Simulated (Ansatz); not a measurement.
Simulated (Ansatz). Plane-wave DFT: an element X is put into a periodic supercell of the crystal below and the atoms relax. X is one of the candidates, and is told by the neutral defect's formation energy over the elements (uncorrected), its moments where the run had spin, and its relaxed neighbours, eight at most.

```
cell
1.0
     4.7722    0.0000    0.0000
    -2.3861    4.1328    0.0000
     0.0000    0.0000    7.6661
Eu Mg Bi
1 2 2
Direct
  0.0000 0.0000 0.0000
  0.6667 0.3333 0.6303
  0.3333 0.6667 0.3697
  0.6667 0.3333 0.2425
  0.3333 0.6667 0.7575
```

host atoms in supercell: 20
functional: PBEsol
wave cutoff: 420 eV
k mesh: 3, 3, 3
k shift: 0, 0, 0 mesh steps
gaussian smearing: 0.05 eV
start displacement: 0.03 angstrom
electrons started on: no chosen atoms
candidate elements: Sc, Y, Ba, La, Gd, Yb
found formation energy: 0.629 eV
found moment change of cell: 0.5 muB
found absolute moment of cell: 29.07 muB
found largest move from host sites: 0.067 angstrom
found added atom moment: 6.92 muB

```json
{"supercell vector": "A", "supercell times a (host cell vectors)": "0", "supercell times b (host cell vectors)": "0", "supercell times c (host cell vectors)": "1"}
{"supercell vector": "B", "supercell times a (host cell vectors)": "0", "supercell times b (host cell vectors)": "2", "supercell times c (host cell vectors)": "0"}
{"supercell vector": "C", "supercell times a (host cell vectors)": "-2", "supercell times b (host cell vectors)": "-2", "supercell times c (host cell vectors)": "0"}
```

```json
{"change element": "X", "change kind": "on Eu", "change place a (host cell vectors)": "-1", "change place b (host cell vectors)": "-1", "change place c (host cell vectors)": "0"}
```

```csv
found neighbour element,found neighbour distance (angstrom)
Bi,3.276
Bi,3.276
Bi,3.277
Bi,3.277
Bi,3.278
Bi,3.278
Mg,3.956
Mg,3.956
```

Question: Which element is X?

Answer: Gd.

Caveats: 4f shell without a U, which puts 4f levels too near the Fermi level; open f or d shells may hold a state above the lowest; one random start near the defect, so other minima are possible; the supercell is small.
